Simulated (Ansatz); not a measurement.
Calculation for AgB$_{2}$: DFT, PBE, all-electron LAPW, scalar-relativistic (Ansatz 0.2.0).

The cell comes from a relaxation on PAW files under the same functional, begun from a database entry that needn't be the ground state.

Command: `ansatz run input.yaml --threads 1 --pin off --max-ram 3072MiB --backend cpu --events-out ev --progress --plain --runs-dir out` It took 44 s on 1 thread of Arm Neoverse V1 (shared host), peak memory 0.58 GiB.

```yaml
crystal:
  lattice:
    - [3.0211797805, 0.0, 0.0]
    - [-1.5105898903, 2.6164184393, 0.0]
    - [0.0, 0.0, 4.0626616814]
  atoms:
    - { symbol: Ag, position: [0.0, 0.0, 0.0] }
    - { symbol: B, position: [0.3333333333, 0.6666666667, 0.5] }
    - { symbol: B, position: [0.6666666667, 0.3333333333, 0.5] }
kpoints:
  mp_grid: { grid: [14, 14, 11] }
  band_path:
    path:
      - [0.0, 0.0, 0.0]
      - [0.5, 0.0, 0.0]
      - [0.3333333333, 0.3333333333, 0.0]
      - [0.0, 0.0, 0.0]
      - [0.0, 0.0, 0.5]
      - [0.5, 0.0, 0.5]
      - [0.3333333333, 0.3333333333, 0.5]
      - [0.0, 0.0, 0.5]
      - [0.5, 0.0, 0.5]
    npoints: 14
scf:
  occupations: { method: fermi_dirac, width: 0.05 }
hamiltonian:
  xc: pbe
  pseudopotentials: { kind: all_electron, lapw: { basis_error: 0.0005 } }
output:
  forces: true
  stress: true
  eigenvalues: true
  populations: true
```

Output:

```
Ag: projections on atomic orbitals take those of the free atom 1s2 2s2 2p6 3s2 3p6 3d10 4s2 4p6 4d10 5s1, of charge +0.00 (hamiltonian.pseudopotentials.projection_atoms)
B: projections on atomic orbitals take those of the free atom 1s2 2s2 2p1, of charge +0.00 (hamiltonian.pseudopotentials.projection_atoms)
LAPW: plane waves up to 9.383 Å⁻¹, error target 5.0e-4 eV per atom; small_component_spin mean_spin; B in spheres of 0.872 Å, 5 of its electrons in bands, Dirac shells []; Ag in spheres of 1.286 Å, 29 of its electrons in bands, Dirac shells [] (how accurate: hamiltonian.pseudopotentials.lapw.basis_error, Limitations)
Engine: ansatz 0.2.0
Pseudopotentials: kind: all_electron
Pseudopotential: Ag, LAPW, valence charge 29, lapw/all_electron/scalar/gaussian/Ag, Koelling and Harmon's equation, gaussian nucleus
Pseudopotential: B, LAPW, valence charge 5, lapw/all_electron/scalar/gaussian/B, Koelling and Harmon's equation, gaussian nucleus
Functional definition: PBE
  parameter kappa = 0.804
  parameter beta = 0.06672455060314922
  exchange = pbe_x(kappa = kappa, mu = beta*pi^2/3)
  correlation = pbe_c(beta = beta)
Crystal: 3 atoms, lattice volume = 32.114 Å³
Basis set: ecut = 335.4660597316694 eV, 451 PW (Γ), exchange–correlation at level 2
Bands: 24, of which v1, the nominal top of the filled ones, is band 20 counted from 1 (19 counted from 0)
Symmetry: 24 space group operations
Space group: P6/mmm (ITA 191), of the structure as read, at distance tolerance 3.2e-5 Å
k-points: 144 of 2156
Non-local potential: Ag, projectors of the file, none
Non-local potential: B, projectors of the file, none
Initial density: superposition of atomic densities (chi_scale 0.1, normalization cell, long waves kept (reshape's long-wave potential 0.00 eV rms))
Initial wavefunctions: plane waves of lowest kinetic energy (no species holds an atomic orbital)
Functional: x = pbe(κ = 0.804, μ = 0.2195149727645171), c = pbe(β = 0.06672455060314922)
iter 1 solved again at ethr=3.22e-2 eV; its pass at ethr=1.00e-1 eV (dr2=1.26e1 eV) is discarded
SCF iter   1: F=—  HF=-146011.006983 eV  |F-HF|=—  |Δ(HF+E_count)|=         —  Δρ=1.26e-1  dr2=1.26e1  ethr=3.22e-2  ⟨swp⟩=2.0  Hψ=21797  notcnv=0
preconditioner: auto → none  [metal: Δε(μ)=0.056 eV  Ē_g=9.608 eV  σ=0.050 eV  W_gap=0.27  n_scr=8 (ndim 8)  ℏωp=27.0 eV  f_vac=0.000  D(μ)=0.88/eV (n_scr^D=2)  sad-step TF]
iter 2 solved again at ethr=2.52e-3 eV; its pass at ethr=3.22e-2 eV (dr2=9.82e-1 eV) is discarded
SCF iter   2: F=—  HF=-146008.317108 eV  |F-HF|=—  |Δ(HF+E_count)|=    2.69e0  Δρ=4.30e-2  dr2=9.79e-1  ethr=2.52e-3  ⟨swp⟩=2.0  Hψ=16669  notcnv=0
SCF iter   3: F=—  HF=-146007.169356 eV  |F-HF|=—  |Δ(HF+E_count)|=    1.15e0  Δρ=1.24e-2  dr2=3.25e-2  ethr=2.51e-3  ⟨swp⟩=3.1  Hψ=10560  notcnv=0
SCF iter   4: F=—  HF=-146007.130163 eV  |F-HF|=—  |Δ(HF+E_count)|=         —  Δρ=6.78e-3  dr2=1.15e-2  ethr=8.34e-5  ⟨swp⟩=2.0  Hψ=9490  notcnv=0
the basis was enlarged: its passes take 152.2 KiB over the memory plan, 1 of 1 planned eigensolver slots
SCF iter   5: F=—  HF=-146007.125667 eV  |F-HF|=—  |Δ(HF+E_count)|=   4.50e-3  Δρ=1.16e-3  dr2=4.97e-4  ethr=2.96e-5  ⟨swp⟩=2.9  Hψ=10144  notcnv=0
SCF iter   6: F=—  HF=-146007.125329 eV  |F-HF|=—  |Δ(HF+E_count)|=   3.39e-4  Δρ=2.63e-4  dr2=4.32e-5  ethr=1.27e-6  ⟨swp⟩=2.3  Hψ=9337  notcnv=0
SCF iter   7: F=—  HF=-146007.125306 eV  |F-HF|=—  |Δ(HF+E_count)|=   2.23e-5  Δρ=3.21e-5  dr2=6.39e-7  ethr=1.11e-7  ⟨swp⟩=2.8  Hψ=9480  notcnv=0
SCF iter   8: F=-146007.125306 eV  HF=-146007.125306 eV  |F-HF|=1.53e-8  |Δ(HF+E_count)|=   2.91e-7  Δρ=2.84e-6  dr2=5.59e-9  ethr=1.64e-9  ⟨swp⟩=2.8  Hψ=9468  notcnv=0
SCF 1 converged in 8 iterations: F = -146007.125306 eV  dr2 = 5.59e-9
NSCF: frozen V_eff on 113 k-points
SCF converged after 8 iterations
Free energy (F): -146007.125306 eV
Harris-Foulkes:  -146007.125306 eV  (|F-HF|=1.53e-8)
Internal energy: -146007.118153 eV  (E = F + TS)
E sigma→0 (E₀):  -146007.121729 eV
Entropy (-TS):   -0.007153 eV (-2.384 meV/atom)
Fermi energy:    14.134764 eV
--- Per-component energies (eV) ---
  E_band       = -4286.346205
  E_kinetic    = 152591.744379
  E_xc         = -4287.302989
  E_electrostatic = -294311.559543  (all electrons and nuclei)
  E_smearing   = -0.007153  (= −TS)
  E_closure    = 0.000000  (closes the sum)
  E_atoms      = -145992.558671  (free atoms, spherical and without spin; not in F)
  Σ components = -146007.125306   (vs F -146007.125306, Δ=0.00e0)
  Basis errors (estimates in eV, not in F): energy 2.9e-4 per atom: plane waves 2.6e-4 (1.5e-4 summed), levels above the bands 6.5e-75, relativity 9.5e-9, radial functions 2.6e-5, core shells 1.7e-7; eigenvalues (radial functions only) 2.4e-6; not estimated: angular momenta, meshes, grids; target (lapw.basis_error) 5.0e-4; muffin-tin radii B 0.872 Å, Ag 1.286 Å
--- Forces (eV/Å), atoms counted from 1 ---
  atom   1  Ag     0.00000000     0.00000000     0.00000000
  atom   2  B      0.00000000    -0.00000000     0.00000000
  atom   3  B     -0.00000000     0.00000000     0.00000000
  max |Σ_I F_I| component: 1.85e-17 eV/Å
--- Stress (GPa, compression-positive) ---
       -0.069093      -0.000000       0.000000
       -0.000000      -0.069093       0.000000
        0.000000       0.000000      -0.027733
  P = ⅓ Tr σ = -0.0553 GPa (-0.553 kbar)
--- Band table (eV; the first three rows and the last of 144) ---
  k-point 0: bands = ["-341.1314", "-341.1314", "-341.0908", "-341.0908", "-341.0797", "-158.2869", "-158.2697", "-77.8551", "-41.3212", "-41.3212", "-41.3038", "2.0790", "8.4629", "9.3645", "9.3645", "10.2949", "10.2949", "10.3670", "15.4116", "15.4139", "15.4139", "21.6712", "21.6712", "23.5559"]
  k-point 1: bands = ["-341.1314", "-341.1314", "-341.0908", "-341.0908", "-341.0797", "-158.2869", "-158.2697", "-77.8551", "-41.3212", "-41.3212", "-41.3039", "2.1342", "8.3774", "9.3730", "9.3730", "10.1491", "10.2840", "10.2840", "15.3897", "15.3897", "15.8441", "21.7512", "21.7512", "23.5105"]
  k-point 2: bands = ["-341.1314", "-341.1314", "-341.0908", "-341.0908", "-341.0797", "-158.2869", "-158.2697", "-77.8551", "-41.3211", "-41.3211", "-41.3041", "2.2925", "8.0759", "9.3961", "9.3961", "9.7559", "10.2550", "10.2550", "15.3251", "15.3251", "16.9270", "21.9745", "21.9745", "23.4060"]
  k-point 143: bands = ["-341.1314", "-341.1314", "-341.0908", "-341.0908", "-341.0797", "-158.2790", "-158.2776", "-77.8485", "-41.3783", "-41.3674", "-41.2948", "6.4077", "6.9642", "9.0236", "9.1843", "9.3651", "10.2681", "11.5872", "11.7873", "14.2792", "15.3510", "17.9156", "24.8870", "25.2122"]
--- Löwdin populations: 3 sites ---
  site symbol       q [e]
     0     Ag     46.1195
     1      B      5.4122
     2      B      5.4122
  spilling = 0.000985 (of n_electrons = 57.000000)
```

populations.tsv:

```
# site	symbol	l	j	q
# orbitals = lowdin
# n_electrons = 57.000000
# spilling = 0.000985
# projection_atom_Ag: 1s2 2s2 2p6 3s2 3p6 3d10 4s2 4p6 4d10 5s1
# projection_atom_B: 1s2 2s2 2p1
0	Ag	0_1S	-	1.999998
0	Ag	0_2S	-	1.999915
0	Ag	0_3S	-	1.998661
0	Ag	0_4S	-	1.979068
0	Ag	0_5S	-	0.429040
0	Ag	1_2P	-	6.000000
0	Ag	1_3P	-	5.999976
0	Ag	1_4P	-	5.996902
0	Ag	2_3D	-	9.999997
0	Ag	2_4D	-	9.715939
1	B	0_1S	-	1.987680
1	B	0_2S	-	0.874108
1	B	1_2P	-	2.550390
2	B	0_1S	-	1.987680
2	B	0_2S	-	0.874108
2	B	1_2P	-	2.550390
```

Next run (cell and atoms relaxed), as changes to the input before:

```diff
   mp_grid: { grid: [14, 14, 11] }
-  band_path:
-    path:
-      - [0.0, 0.0, 0.0]
-      - [0.5, 0.0, 0.0]
-      - [0.3333333333, 0.3333333333, 0.0]
-      - [0.0, 0.0, 0.0]
-      - [0.0, 0.0, 0.5]
-      - [0.5, 0.0, 0.5]
-      - [0.3333333333, 0.3333333333, 0.5]
-      - [0.0, 0.0, 0.5]
-      - [0.5, 0.0, 0.5]
-    npoints: 14
 scf:
   eigenvalues: true
-  populations: true
+relax:
+  f_tol: 0.005
+  max_steps: 12
+  cell: {}
```

Results part of the output:

```
basis re-selected at this cell: Δ(F+E_penalty+E_count) = -1.333e-8 eV, ΔP = +0.001 GPa vs the last step (what re-selecting the basis moved, after the strain that the cell walked since its last selection, with what the two solves' SCF thresholds leave and, on support functions, any second-order correction that the steps lacked; it is no measure of the basis error at this ecutwfc). This SCF's stress stands 1.00e-2 GPa from its target on what of the cell is left free (relax.cell.stress_tol is 5.00e-2 GPa) and its largest allowed force component is 4.32e-17 eV/Å (relax.f_tol is 5.00e-3 eV/Å): within both
SCF converged after 2 iterations
Free energy (F): -146007.125265 eV
Harris-Foulkes:  -146007.125265 eV  (|F-HF|=1.98e-9)
Internal energy: -146007.118112 eV  (E = F + TS)
E sigma→0 (E₀):  -146007.121689 eV
Entropy (-TS):   -0.007154 eV (-2.385 meV/atom)
Fermi energy:    14.140934 eV
--- Per-component energies (eV) ---
  E_band       = -4286.146228
  E_kinetic    = 152591.765529
  E_xc         = -4287.311383
  E_electrostatic = -294311.572258  (all electrons and nuclei)
  E_smearing   = -0.007154  (= −TS)
  E_closure    = 0.000000  (closes the sum)
  E_atoms      = -145992.558671  (free atoms, spherical and without spin; not in F)
  Σ components = -146007.125265   (vs F -146007.125265, Δ=0.00e0)
  Basis errors (estimates in eV, not in F): energy 2.9e-4 per atom: plane waves 2.7e-4 (1.6e-4 summed), levels above the bands 6.4e-75, relativity 1.2e-8, radial functions 2.4e-5, core shells 3.8e-7; eigenvalues (radial functions only) 1.3e-6; not estimated: angular momenta, meshes, grids; target (lapw.basis_error) 5.0e-4; muffin-tin radii B 0.846 Å, Ag 1.252 Å
--- Forces (eV/Å), atoms counted from 1 ---
  atom   1  Ag    -0.00000000    -0.00000000     0.00000000
  atom   2  B      0.00000000    -0.00000000     0.00000000
  atom   3  B     -0.00000000     0.00000000     0.00000000
  max |Σ_I F_I| component: 9.25e-18 eV/Å
--- Stress (GPa, compression-positive) ---
       -0.009412       0.000000       0.000000
        0.000000      -0.009412       0.000000
        0.000000       0.000000       0.010037
  P = ⅓ Tr σ = -0.0029 GPa (-0.029 kbar)
--- Band table (eV; the first three rows and the last of 144) ---
  k-point 0: bands = ["-341.1268", "-341.1268", "-341.0862", "-341.0862", "-341.0751", "-158.2795", "-158.2623", "-77.8502", "-41.3161", "-41.3161", "-41.2989", "2.0827", "8.4670", "9.3692", "9.3692", "10.3001", "10.3001", "10.3716", "15.4189", "15.4204", "15.4204", "21.6784", "21.6784", "23.5651"]
  k-point 1: bands = ["-341.1268", "-341.1268", "-341.0862", "-341.0862", "-341.0751", "-158.2795", "-158.2623", "-77.8502", "-41.3161", "-41.3161", "-41.2990", "2.1379", "8.3815", "9.3778", "9.3778", "10.1537", "10.2892", "10.2892", "15.3963", "15.3963", "15.8513", "21.7585", "21.7585", "23.5194"]
  k-point 2: bands = ["-341.1268", "-341.1268", "-341.0862", "-341.0862", "-341.0751", "-158.2795", "-158.2623", "-77.8502", "-41.3161", "-41.3161", "-41.2992", "2.2963", "8.0800", "9.4008", "9.4008", "9.7606", "10.2602", "10.2602", "15.3315", "15.3315", "16.9343", "21.9819", "21.9819", "23.4145"]
  k-point 143: bands = ["-341.1268", "-341.1268", "-341.0862", "-341.0862", "-341.0751", "-158.2716", "-158.2702", "-77.8435", "-41.3734", "-41.3624", "-41.2899", "6.4121", "6.9687", "9.0281", "9.1888", "9.3697", "10.2733", "11.5935", "11.7937", "14.2852", "15.3573", "17.9227", "24.8953", "25.2208"]
--- Relaxed structure (2 steps of the walk, 2 accepted, 1 SCFs on fresh bases) ---
  F+E_penalty+E_count = -146007.12526546 eV   max|allowed force component| = 4.318e-17 eV/Å   (the final SCF, on the basis selected at the relaxed cell)
  cell:  # Å, volume = 32.1035 Å³
    - [3.0208496250629424, 2.886447732032002e-11, 0.0]
    - [-1.510424812556468, 2.616132516302772, 0.0]
    - [0.0, 0.0, 4.0622214555142495]
  atoms:
    - { symbol: Ag, position: [4.698889268926395e-35, -1.2268233523264783e-35, 0.0] }
    - { symbol: B, position: [0.33333333333333326, 0.6666666666666666, 0.49999999999999994] }
    - { symbol: B, position: [0.6666666666666665, 0.3333333333333333, 0.49999999999999994] }
```

Next run (no relativity), as changes to the input before:

```diff
   mp_grid: { grid: [14, 14, 11] }
+  band_path:
+    path:
+      - [0.0, 0.0, 0.0]
+      - [0.5, 0.0, 0.0]
+      - [0.3333333333, 0.3333333333, 0.0]
+      - [0.0, 0.0, 0.0]
+      - [0.0, 0.0, 0.5]
+      - [0.5, 0.0, 0.5]
+      - [0.3333333333, 0.3333333333, 0.5]
+      - [0.0, 0.0, 0.5]
+      - [0.5, 0.0, 0.5]
+    npoints: 8
 scf:
   xc: pbe
-  pseudopotentials: { kind: all_electron, lapw: { basis_error: 0.0005 } }
+  pseudopotentials:
+    kind: all_electron
+    lapw: { basis_error: 0.0005 }
+    relativity: none
 output:
   eigenvalues: true
-relax:
-  f_tol: 0.005
-  max_steps: 12
-  cell: {}
+  populations: true
```

Results part of the output:

```
SCF 1 converged in 8 iterations: F = -142840.616294 eV  dr2 = 9.10e-9
NSCF: frozen V_eff on 65 k-points
SCF converged after 8 iterations
Free energy (F): -142840.616294 eV
Harris-Foulkes:  -142840.616294 eV  (|F-HF|=2.10e-8)
Internal energy: -142840.609293 eV  (E = F + TS)
E sigma→0 (E₀):  -142840.612794 eV
Entropy (-TS):   -0.007001 eV (-2.334 meV/atom)
Fermi energy:    14.192533 eV
--- Per-component energies (eV) ---
  E_band       = -4308.447698
  E_kinetic    = 142774.585232
  E_xc         = -4189.856580
  E_electrostatic = -281425.337945  (all electrons and nuclei)
  E_smearing   = -0.007001  (= −TS)
  E_closure    = 0.000000  (closes the sum)
  E_atoms      = -142826.198316  (free atoms, spherical and without spin; not in F)
  Σ components = -142840.616294   (vs F -142840.616294, Δ=0.00e0)
  Basis errors (estimates in eV, not in F): energy 2.9e-4 per atom: plane waves 2.6e-4 (1.5e-4 summed), levels above the bands 3.7e-78, relativity 0.0e0, radial functions 2.7e-5, core shells 2.2e-7; eigenvalues (radial functions only) 2.4e-6; not estimated: angular momenta, meshes, grids; target (lapw.basis_error) 5.0e-4; muffin-tin radii B 0.872 Å, Ag 1.287 Å
--- Forces (eV/Å), atoms counted from 1 ---
  atom   1  Ag     0.00000000     0.00000000     0.00000000
  atom   2  B      0.00000000    -0.00000000     0.00000000
  atom   3  B      0.00000000     0.00000000     0.00000000
  max |Σ_I F_I| component: 3.70e-17 eV/Å
--- Stress (GPa, compression-positive) ---
        2.924977      -0.000000       0.000000
       -0.000000       2.924977       0.000000
        0.000000       0.000000       4.246891
  P = ⅓ Tr σ = 3.3656 GPa (33.656 kbar)
--- Band table (eV; the first three rows and the last of 144) ---
  k-point 0: bands = ["-346.0235", "-346.0235", "-345.9797", "-345.9797", "-345.9676", "-158.0914", "-158.0741", "-70.3401", "-39.2433", "-39.2433", "-39.2118", "2.2769", "8.3733", "9.1085", "9.1085", "10.0207", "10.0207", "10.4934", "15.4834", "15.4834", "15.8922", "21.7855", "21.7855", "23.6147"]
  k-point 1: bands = ["-346.0235", "-346.0235", "-345.9797", "-345.9797", "-345.9676", "-158.0914", "-158.0741", "-70.3401", "-39.2433", "-39.2433", "-39.2119", "2.3284", "8.3263", "9.1161", "9.1161", "10.0106", "10.0106", "10.2580", "15.4608", "15.4608", "16.3066", "21.8619", "21.8619", "23.5676"]
  k-point 2: bands = ["-346.0235", "-346.0235", "-345.9797", "-345.9797", "-345.9676", "-158.0914", "-158.0741", "-70.3401", "-39.2433", "-39.2433", "-39.2121", "2.4751", "8.1506", "9.1366", "9.1366", "9.7799", "9.9839", "9.9839", "15.4003", "15.4003", "17.3583", "22.0746", "22.0746", "23.4597"]
  k-point 143: bands = ["-346.0235", "-346.0235", "-345.9797", "-345.9797", "-345.9676", "-158.0835", "-158.0820", "-70.3293", "-39.3100", "-39.2972", "-39.2011", "6.4033", "6.9520", "8.8349", "9.1794", "9.2525", "10.0442", "11.4053", "11.6310", "14.2973", "15.4097", "18.8412", "25.0668", "25.3271"]
--- Löwdin populations: 3 sites ---
  site symbol       q [e]
     0     Ag     46.1084
     1      B      5.4198
     2      B      5.4198
  spilling = 0.000912 (of n_electrons = 57.000000)
```

Next run (no relativity, cell and atoms relaxed), as changes to the input before:

```diff
   mp_grid: { grid: [14, 14, 11] }
-  band_path:
-    path:
-      - [0.0, 0.0, 0.0]
-      - [0.5, 0.0, 0.0]
-      - [0.3333333333, 0.3333333333, 0.0]
-      - [0.0, 0.0, 0.0]
-      - [0.0, 0.0, 0.5]
-      - [0.5, 0.0, 0.5]
-      - [0.3333333333, 0.3333333333, 0.5]
-      - [0.0, 0.0, 0.5]
-      - [0.5, 0.0, 0.5]
-    npoints: 8
 scf:
   eigenvalues: true
-  populations: true
+relax:
+  f_tol: 0.005
+  max_steps: 20
+  cell: {}
```

Results part of the output:

```
basis re-selected at this cell: Δ(F+E_penalty+E_count) = +7.411e-7 eV, ΔP = -0.003 GPa vs the last step (what re-selecting the basis moved, after the strain that the cell walked since its last selection, with what the two solves' SCF thresholds leave and, on support functions, any second-order correction that the steps lacked; it is no measure of the basis error at this ecutwfc). This SCF's stress stands 8.21e-3 GPa from its target on what of the cell is left free (relax.cell.stress_tol is 5.00e-2 GPa) and its largest allowed force component is 3.70e-17 eV/Å (relax.f_tol is 5.00e-3 eV/Å): within both
SCF converged after 2 iterations
Free energy (F): -142840.626285 eV
Harris-Foulkes:  -142840.626285 eV  (|F-HF|=2.21e-8)
Internal energy: -142840.619496 eV  (E = F + TS)
E sigma→0 (E₀):  -142840.622891 eV
Entropy (-TS):   -0.006788 eV (-2.263 meV/atom)
Fermi energy:    13.714715 eV
--- Per-component energies (eV) ---
  E_band       = -4325.514941
  E_kinetic    = 142772.606315
  E_xc         = -4189.341852
  E_electrostatic = -281423.883959  (all electrons and nuclei)
  E_smearing   = -0.006788  (= −TS)
  E_closure    = 0.000000  (closes the sum)
  E_atoms      = -142826.198316  (free atoms, spherical and without spin; not in F)
  Σ components = -142840.626285   (vs F -142840.626285, Δ=0.00e0)
  Basis errors (estimates in eV, not in F): energy 2.9e-4 per atom: plane waves 2.7e-4 (1.6e-4 summed), levels above the bands 5.4e-76, relativity 0.0e0, radial functions 2.4e-5, core shells 3.9e-7; eigenvalues (radial functions only) 1.3e-6; not estimated: angular momenta, meshes, grids; target (lapw.basis_error) 5.0e-4; muffin-tin radii B 0.853 Å, Ag 1.264 Å
--- Forces (eV/Å), atoms counted from 1 ---
  atom   1  Ag    -0.00000000     0.00000000     0.00000000
  atom   2  B      0.00000000    -0.00000000     0.00000000
  atom   3  B     -0.00000000     0.00000000     0.00000000
  max |Σ_I F_I| component: 1.29e-31 eV/Å
--- Stress (GPa, compression-positive) ---
        0.008206      -0.000000       0.000000
       -0.000000       0.008206       0.000000
        0.000000       0.000000       0.003272
  P = ⅓ Tr σ = 0.0066 GPa (0.066 kbar)
--- Band table (eV; the first three rows and the last of 144) ---
  k-point 0: bands = ["-346.4664", "-346.4664", "-346.4234", "-346.4234", "-346.4120", "-158.6141", "-158.5976", "-70.7764", "-39.6807", "-39.6807", "-39.6486", "1.9708", "7.9765", "8.7045", "8.7045", "9.5864", "9.5864", "10.0344", "15.0018", "15.0018", "15.1047", "21.3504", "21.3504", "23.1349"]
  k-point 1: bands = ["-346.4664", "-346.4664", "-346.4234", "-346.4234", "-346.4120", "-158.6141", "-158.5976", "-70.7764", "-39.6807", "-39.6807", "-39.6487", "2.0188", "7.9330", "8.7110", "8.7110", "9.5779", "9.5779", "9.7976", "14.9823", "14.9823", "15.5144", "21.4197", "21.4197", "23.0951"]
  k-point 2: bands = ["-346.4664", "-346.4664", "-346.4234", "-346.4234", "-346.4120", "-158.6141", "-158.5976", "-70.7764", "-39.6807", "-39.6807", "-39.6489", "2.1553", "7.7695", "8.7284", "8.7284", "9.3189", "9.5553", "9.5553", "14.9302", "14.9302", "16.5471", "21.6125", "21.6125", "23.0027"]
  k-point 143: bands = ["-346.4664", "-346.4664", "-346.4234", "-346.4234", "-346.4120", "-158.6065", "-158.6052", "-70.7663", "-39.7443", "-39.7321", "-39.6383", "6.0880", "6.6318", "8.4490", "8.7881", "8.8795", "9.5952", "10.8229", "11.0573", "13.8559", "14.9496", "18.3151", "24.2278", "24.7442"]
--- Relaxed structure (4 steps of the walk, 4 accepted, 1 SCFs on fresh bases) ---
  F+E_penalty+E_count = -142840.62628454 eV   max|allowed force component| = 3.701e-17 eV/Å   (the final SCF, on the basis selected at the relaxed cell)
  cell:  # Å, volume = 32.9666 Å³
    - [3.032590489535276, 2.89766624378797e-11, 0.0]
    - [-1.5162952447927323, 2.626300403198147, 0.0]
    - [0.0, 0.0, 4.139193154062885]
  atoms:
    - { symbol: Ag, position: [-6.281190071061872e-34, -2.9648231012610646e-34, 0.0] }
    - { symbol: B, position: [0.3333333333333334, 0.6666666666666669, 0.5000000000000001] }
    - { symbol: B, position: [0.6666666666666667, 0.3333333333333334, 0.5000000000000001] }
```

The relaxed volume lies +27 % from the database entry's, so this cell isn't the real material's; missing dispersion or a faulty entry can cause that.
